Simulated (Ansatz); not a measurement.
KMgF3 (cubic perovskite, Pm-3m), r²SCAN (plane waves, PAW; program Ansatz): ε∞ = 2.02, cell volume 63.22 Å³. Infrared-active transverse modes:

```tsv
ω_TO (cm⁻¹)	oscillator strength S_xx (e²/amu)
158.1	0.07409
293.1	0.1382
475.6	0.1688
```

**Question.** Compute the static dielectric constant.

**Answer.** Each mode adds (4.921e7/V) S/ω²: 2.31, 1.25, 0.58. So ε0 = 6.16.

The cell was relaxed with r²SCAN under the symmetry of its start.

Potentials: the earlier of the program's two PAW sets. The files were generated under PBE; for other functionals the program regenerates the frozen cores, and for LDA and PBEsol the local potential too.
